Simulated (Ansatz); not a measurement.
Input file for Ansatz (a quantum-chemistry and plane-wave program):

Ansatz 0.2 input:
```yaml
crystal:
  lattice:
    - [0.0, 2.7480054519, -2.7201078415]
    - [0.0, 2.7480054519, 2.7201078415]
    - [6.0133751035, 0.0, 0.0]
  atoms:
    - { symbol: Li, position: [0.9978024554, 0.0021975446, 0.5] }
    - { symbol: Li, position: [0.9978024554, 0.0021975446, 0.0] }
    - { symbol: B, position: [0.0164343761, 0.5159034498, 0.75] }
    - { symbol: B, position: [0.4840965502, 0.9835656239, 0.25] }
    - { symbol: H, position: [0.830777838, 0.5259702235, 0.5845740449] }
    - { symbol: H, position: [0.4740297765, 0.169222162, 0.4154259551] }
    - { symbol: H, position: [0.830777838, 0.5259702235, 0.9154259551] }
    - { symbol: H, position: [0.4740297765, 0.169222162, 0.0845740449] }
    - { symbol: H, position: [0.230671906, 0.7463216109, 0.75] }
    - { symbol: H, position: [0.2536783891, 0.769328094, 0.25] }
    - { symbol: H, position: [0.1996424987, 0.25736386, 0.75] }
    - { symbol: H, position: [0.74263614, 0.8003575013, 0.25] }
kpoints:
  mp_grid: { grid: [7, 7, 5] }
hamiltonian:
  xc: lda
  pseudopotentials: { kind: paw }
scf:
  occupations: { method: fixed }
elastic: { mode: relaxed_ion, stencil: two_point, amplitude: 0.005, f_tol: 0.0005 }
output: { polarization: {} }
```

Output (shortened):

```
Pseudopotential: Li, paw, valence charge 3
Pseudopotential: B, paw, valence charge 3
Pseudopotential: H, paw, valence charge 1
Functional definition: SPW92
Crystal: 12 atoms, lattice volume = 89.898 Å³
Basis set: ecut = 420 eV, 1765 PW (Γ)
Bands: 22, of which v1, the nominal top of the filled ones, is band 10 counted from 1 (9 counted from 0)
Symmetry: 4 space group operations
Space group: Ama2 (ITA 40), of the structure as read, at distance tolerance 4.5e-5 Å
k-points: 48 of 245 (time reversal used)
SCF 1 converged in 9 iterations: F = -831.418563 eV  dr2 = 9.66e-14
relax step   1: F+E_penalty+E_count = -831.41856299 eV  Δ(F+E_penalty+E_count) = +0.000e0 eV  max|allowed force component| = 6.287e-4 eV/Å  Δτ_max = 0.0000 Å  (9 SCF iters, accepted)
Crystal: 12 atoms, lattice volume = 89.898 Å³
SCF 2 converged in 7 iterations: F = -831.418563 eV  dr2 = 9.95e-14
relax step   2: F+E_penalty+E_count = -831.41856344 eV  Δ(F+E_penalty+E_count) = -4.477e-7 eV  max|allowed force component| = 3.364e-4 eV/Å  Δτ_max = 0.0003 Å  (7 SCF iters, accepted)
Crystal: 12 atoms, lattice volume = 89.898 Å³
SCF 3 converged in 5 iterations: F = -831.418563 eV  dr2 = 1.32e-14
Crystal: 12 atoms, lattice volume = 89.449 Å³
Basis set: ecut = 420 eV, 1759 PW (Γ)
SCF 4 converged in 8 iterations: F = -831.417554 eV  dr2 = 8.41e-14
relax step   1: F+E_penalty+E_count = -831.41755402 eV  Δ(F+E_penalty+E_count) = +0.000e0 eV  max|allowed force component| = 6.814e-2 eV/Å  Δτ_max = 0.0000 Å  (8 SCF iters, accepted)
Crystal: 12 atoms, lattice volume = 89.449 Å³
SCF 5 converged in 8 iterations: F = -831.418137 eV  dr2 = 6.12e-15
relax step   2: F+E_penalty+E_count = -831.41813650 eV  Δ(F+E_penalty+E_count) = -5.825e-4 eV  max|allowed force component| = 2.047e-2 eV/Å  Δτ_max = 0.0038 Å  (8 SCF iters, accepted)
Crystal: 12 atoms, lattice volume = 89.449 Å³
SCF 6 converged in 8 iterations: F = -831.418202 eV  dr2 = 1.36e-15
relax step   3: F+E_penalty+E_count = -831.41820232 eV  Δ(F+E_penalty+E_count) = -6.582e-5 eV  max|allowed force component| = 3.728e-3 eV/Å  Δτ_max = 0.0014 Å  (8 SCF iters, accepted)
Crystal: 12 atoms, lattice volume = 89.449 Å³
SCF 7 converged in 7 iterations: F = -831.418204 eV  dr2 = 5.18e-15
relax step   4: F+E_penalty+E_count = -831.41820432 eV  Δ(F+E_penalty+E_count) = -2.001e-6 eV  max|allowed force component| = 7.935e-4 eV/Å  Δτ_max = 0.0004 Å  (7 SCF iters, accepted)
Crystal: 12 atoms, lattice volume = 89.449 Å³
SCF 8 converged in 7 iterations: F = -831.418206 eV  dr2 = 3.72e-14
relax step   5: F+E_penalty+E_count = -831.41820590 eV  Δ(F+E_penalty+E_count) = -1.580e-6 eV  max|allowed force component| = 1.085e-3 eV/Å  Δτ_max = 0.0009 Å  (7 SCF iters, accepted)
Crystal: 12 atoms, lattice volume = 89.449 Å³
SCF 9 converged in 7 iterations: F = -831.418206 eV  dr2 = 2.46e-15
relax step   6: F+E_penalty+E_count = -831.41820617 eV  Δ(F+E_penalty+E_count) = -2.639e-7 eV  max|allowed force component| = 1.481e-4 eV/Å  Δτ_max = 0.0005 Å  (7 SCF iters, accepted)
Crystal: 12 atoms, lattice volume = 89.449 Å³
SCF 10 converged in 2 iterations: F = -831.418206 eV  dr2 = 2.44e-16
Crystal: 12 atoms, lattice volume = 90.348 Å³
[...]
--- Per-component energies (eV) ---
  E_band       = -243.591378
  E_kinetic    = 253.865030
  E_local      = -534.325495  (includes V_loc(G=0)·N_el)
  E_nonlocal   = -29.598076
  E_hartree    = 149.108163
  E_xc         = -156.642806
  E_vxc        = -197.042310  (∫ρ·V_xc dr)
  E_paw        = -186.540640  (= ΣΔE_a)
  E_vpaw       = -34.696713  (= ΣTr[D̂ρ^β])
  E_aug_tail   = -0.010141  (compensation charges beyond the density's cutoff)
  E_ewald      = -327.366267
  E_core_change = 0.091669  (= ΣΔE_core)
  E_smearing   =  0.000000  (= −TS)
  E_closure    =  0.000000  (closes the sum)
  Σ components = -831.418563   (vs F -831.418563, Δ=0.00e0)
--- Forces (eV/Å), atoms counted from 1 ---
  atom   1  Li     0.00000000     0.00000000    -0.00006039
  atom   2  Li     0.00000000     0.00000000    -0.00006039
  atom   3  B      0.00000000    -0.00018396    -0.00002729
  atom   4  B      0.00000000     0.00018396    -0.00002729
  atom   5  H      0.00013762     0.00003082    -0.00010455
  atom   6  H     -0.00013762    -0.00003082    -0.00010455
  atom   7  H     -0.00013762     0.00003082    -0.00010455
  atom   8  H      0.00013762    -0.00003082    -0.00010455
  atom   9  H      0.00000000    -0.00010251     0.00023605
  atom  10  H      0.00000000     0.00010251     0.00023605
  atom  11  H      0.00000000     0.00033646     0.00006020
  atom  12  H      0.00000000    -0.00033646     0.00006020
  max |Σ_I F_I| component: 1.04e-6 eV/Å
--- Stress (GPa, compression-positive) ---
        0.000125       0.000000       0.000000
        0.000000      -0.007396       0.000000
        0.000000       0.000000       0.006830
  P = ⅓ Tr σ = -0.0001 GPa (-0.001 kbar)
--- Band table (eV; the first three rows and the last of 48) ---
  k-point 0: bands = ["-43.8733", "-43.8636", "-9.2182", "-7.8853", "-4.2168", "-3.0687", "-2.6579", "-1.7282", "-1.7113", "-1.6759", "4.1455", "5.8209", "6.6904", "6.8794", "7.2154", "8.3620", "9.4934", "10.3142", "10.4272", "10.9878", "11.1078", "12.1466"]
  k-point 1: bands = ["-43.8724", "-43.8646", "-9.1258", "-8.0718", "-3.9379", "-2.9833", "-2.6243", "-2.0039", "-1.7573", "-1.7481", "4.3053", "6.0046", "6.5011", "7.2104", "7.4549", "8.3036", "9.1353", "9.8435", "10.0427", "10.1492", "11.4547", "11.7377"]
  k-point 2: bands = ["-43.8700", "-43.8670", "-8.8610", "-8.4712", "-3.2958", "-2.7570", "-2.6763", "-2.4806", "-1.9472", "-1.9053", "4.8022", "5.5671", "6.9562", "7.7510", "7.8961", "8.1136", "8.7581", "9.0552", "9.5418", "9.6281", "11.0673", "11.2457"]
  k-point 47: bands = ["-43.8690", "-43.8660", "-7.4924", "-7.4799", "-4.3242", "-4.2872", "-3.5296", "-3.2487", "-2.6239", "-2.5261", "4.1850", "4.2602", "6.2683", "7.1649", "7.9262", "8.4292", "8.8276", "10.0137", "11.0287", "11.3994", "13.3166", "13.5499"]
--- Elastic constants: 6 strain directions × 2 members + reference (group order 4) ---
  dense FFT box of the reference and of every strained cell: 27×27×45
  strains applied: 11, 22, 33, 23, 13, 12; error gains …
  reference relaxed by the batch: 2 steps …
  largest displacement 2.7e-4 Å; the constants are those of the deck's cell at these positions:
  atoms:
    - { symbol: Li, position: [0.9977946762262316, 0.002205323773768586, 0.5000000000000001] }
    - { symbol: Li, position: [0.9977946762262316, 0.002205323773768586, 0.0] }
    - { symbol: B, position: [0.016465554377291663, 0.515915187884533, 0.7500000000000001] }
    - { symbol: B, position: [0.48408481211546706, 0.9835344456227084, 0.25000000000000006] }
    - { symbol: H, position: [0.8308138397967553, 0.5259940877500635, 0.5845765088677196] }
    - { symbol: H, position: [0.4740059122499366, 0.16918616020324487, 0.41542349113228055] }
    - { symbol: H, position: [0.8308138397967553, 0.5259940877500635, 0.9154234911322806] }
    - { symbol: H, position: [0.4740059122499366, 0.16918616020324487, 0.08457650886771954] }
    - { symbol: H, position: [0.23065963265060024, 0.7463680685025587, 0.7500000000000001] }
    - { symbol: H, position: [0.25363193149744145, 0.7693403673493998, 0.25000000000000006] }
    - { symbol: H, position: [0.19970528191918546, 0.25739606920583186, 0.7500000000000001] }
    - { symbol: H, position: [0.7426039307941682, 0.8002947180808148, 0.25000000000000006] }
  C = ∂σ_k/∂η_j (tension-positive GPa; Voigt order 11 22 33 23 13 12):
        49.511      9.335     12.404      0.000      0.000      0.000
         9.288     36.164     28.396      0.000      0.000      0.000
        12.400     28.412     32.910      0.000      0.000      0.000
         0.000      0.000      0.000     28.721      0.000      0.000
         0.000      0.000      0.000      0.000     13.813      0.000
         0.000      0.000      0.000      0.000      0.000     12.089
  reference stress σ⁰ (GPa):      0.000      0.007     -0.007      0.000      0.000      0.000
  moduli (Voigt/Reuss/Hill, GPa): K = 24.31/24.30/24.31   G = 15.49/8.64/12.07   E = 31.06   ν = 0.287
  mechanically stable: yes (min eigenvalue of sym C = 5.91 GPa)
  e, the proper piezoelectric tensor (elastic.mode: relaxed_ion; C/m²; rows x y z; Voigt order 11 22 33 23 13 12):
       0.00000    0.00000    0.00000    0.00000   -0.18182    0.00000
       0.00000    0.00000    0.00000   -0.14733    0.00000    0.00000
      -0.16475   -0.07632   -0.20897    0.00000    0.00000    0.00000
  ±, each entry's uncertainty from the finite density of the strings (C/m²), an estimate: the size of the correction for it that the entry includes:
       0.00000    0.00000    0.00000    0.00000    0.00033    0.00000
       0.00000    0.00000    0.00000    0.00022    0.00000    0.00000
       0.00025    0.00015    0.00066    0.00000    0.00000    0.00000
  strain η (Voigt 11):  stress-route row diagonal C_11 = 49.51 GPa, energy-path curvature d²(F+E_count+ΔE)/dδ²/Ω₀ = 49.38 GPa
         δ    σ_11 (GPa)             F (eV)   n_scf  n_hpsi   n_pw
    -5.000e-3      -0.2505        -831.4182062       2    6919   1766   relax 6 steps, max|allowed force component| 1.48e-4 eV/Å
     5.000e-3       0.2446        -831.4182272       2    6938   1786   relax 6 steps, max|allowed force component| 1.70e-4 eV/Å
  strain η (Voigt 22):  stress-route row diagonal C_22 = 36.16 GPa, energy-path curvature d²(F+E_count+ΔE)/dδ²/Ω₀ = 36.03 GPa
         δ    σ_22 (GPa)             F (eV)   n_scf  n_hpsi   n_pw
    -5.000e-3      -0.1743        -831.4183409       2    6951   1774   relax 5 steps, max|allowed force component| 2.99e-4 eV/Å
     5.000e-3       0.1874        -831.4183012       2    6954   1786   relax 5 steps, max|allowed force component| 2.59e-4 eV/Å
  strain η (Voigt 33):  stress-route row diagonal C_33 = 32.91 GPa, energy-path curvature d²(F+E_count+ΔE)/dδ²/Ω₀ = 32.88 GPa
         δ    σ_33 (GPa)             F (eV)   n_scf  n_hpsi   n_pw
    -5.000e-3      -0.1740        -831.4182784       2    6872   1764   relax 5 steps, max|allowed force component| 6.33e-5 eV/Å
     5.000e-3       0.1551        -831.4183638       2    6944   1788   relax 5 steps, max|allowed force component| 2.45e-4 eV/Å
  strain η (Voigt 23):  stress-route row diagonal C_44 = 28.72 GPa, energy-path curvature d²(F+E_count+ΔE)/dδ²/Ω₀ = 28.65 GPa
         δ    σ_23 (GPa)             F (eV)   n_scf  n_hpsi   n_pw
    -5.000e-3      -0.1436        -831.4183540       2   10921   1776   relax 5 steps, max|allowed force component| 6.56e-5 eV/Å
     5.000e-3       0.1436        -831.4183540       2   10833   1776   relax 5 steps, max|allowed force component| 6.57e-5 eV/Å
  strain η (Voigt 13):  stress-route row diagonal C_55 = 13.81 GPa, energy-path curvature d²(F+E_count+ΔE)/dδ²/Ω₀ = 13.78 GPa
         δ    σ_13 (GPa)             F (eV)   n_scf  n_hpsi   n_pw
    -5.000e-3      -0.0691        -831.4184580       2   10374   1774   relax 4 steps, max|allowed force component| 3.30e-4 eV/Å
     5.000e-3       0.0691        -831.4184580       2   10372   1774   relax 4 steps, max|allowed force component| 3.30e-4 eV/Å
  strain η (Voigt 12):  stress-route row diagonal C_66 = 12.09 GPa, energy-path curvature d²(F+E_count+ΔE)/dδ²/Ω₀ = 12.01 GPa
         δ    σ_12 (GPa)             F (eV)   n_scf  n_hpsi   n_pw
    -5.000e-3      -0.0604        -831.4185002       2   10417   1777   relax 4 steps, max|allowed force component| 3.44e-4 eV/Å
     5.000e-3       0.0604        -831.4185002       2   10386   1777   relax 4 steps, max|allowed force component| 3.44e-4 eV/Å
--- Formal polarisation (Berry phase): one branch of a lattice of values; only differences between neighbouring runs are physical ---
  axis  mesh            electronic          ionic      p = total  spread (rad)  least overlap  resolved gap  δp at fixed H ≤   (phases in cycles; p mod 1 …
  b1    7×7×5          -0.01542002    11.52465944    11.50923942      0.041790         0.9607        5.6786           5.5e-7
  b2    7×7×5           0.01542002     8.47534056     8.49076058      0.041790         0.9607        5.6786           5.5e-7
  b3    7×7×5           1.00000000     8.50000000     9.50000000      0.000000         0.9721        5.6786           3.8e-7
  quantum along a1:   0.04301066 e/Å² =    68.910682 µC/cm²
  quantum along a2:   0.04301066 e/Å² =    68.910682 µC/cm²
  quantum along a3:   0.06689078 e/Å² =   107.170853 µC/cm²
  P = (  0.63546246,   0.61135798,  -0.09133185) e/Å² = ( 1018.123099,   979.503464,  -146.329756) µC/cm²  (mod the quanta)
```

Cost: about 8 core-minutes (a rough figure) on shared cores.

The workflow started from a Materials Project entry (that database holds measured and hypothetical structures alike); the Crystallography Open Database copy checked does not list it. COD files the formula under space group No. 62, so this cell is another polymorph or a model. Whether it is the stable phase at ambient conditions was not checked. The LDA relaxation kept the symmetry of its start; phonons on a q-mesh show no instability.

Potentials: the later of the program's two PAW sets.

Ansatz is a plane-wave DFT program.
